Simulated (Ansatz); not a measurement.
Method: DFT PBE, scalar-relativistic, plane waves, PAW in Ansatz. Settings: cutoff 420 eV, Γ-centred meshes spaced at most about 0.3 Å⁻¹, and about 0.25 Å⁻¹ or finer for metals (2π included), Gaussian smearing. No spin polarisation in the final relaxations.

These are static total energies at zero pressure. All come from trial cells, and lower structures may exist.

Question: Which of these relaxed structures of Na₃B is the lowest in energy?
1.

Space group P6_3/mmc (No. 194). a = 4.747 Å, b = 4.747 Å, c = 11.076 Å, α = 90.00°, β = 90.00°, γ = 120.00°
| atom | site | symmetry | x | y | z |
| --- | --- | --- | --- | --- | --- |
| Na | 4f | 3m. | 0.3333 | 0.6667 | 0.4376 |
| Na | 2b | -6m2 | 0.0000 | 0.0000 | 0.2500 |
| B | 2a | -3m. | 0.0000 | 0.0000 | 0.0000 |

2.

Space group P6/mmm (No. 191). a = 4.997 Å, b = 4.997 Å, c = 5.262 Å, α = 90.00°, β = 90.00°, γ = 120.00°
```csv
atom,site,symmetry,x,y,z
Na,2c,-6m2,0.3333,0.6667,0.0000
Na,1b,6/mmm,0.0000,0.0000,0.5000
B,1a,6/mmm,0.0000,0.0000,0.0000
```

Answer: 1. It has space group P6_3/mmc (No. 194); the next, 2, with the Li3N type, space group P6/mmm (No. 191), lies 27 meV/atom higher. Counting Na atoms around B (those within 1.25 times the shortest such distance or 1.15 times the sum of covalent radii, 1.27 where that leaves under three; a plus sign parts nearer from farther groups), the lowest has B 8 and the next has B 2+6. Even the lowest lies +0.80 eV/atom against the elements.

Cells relaxed within their symmetry can be saddle points. The P6_3/mmc cell of Na3B came from shaking the P6/mmm one. Some candidate types were left out of the draw beforehand, so a known form may be missing.
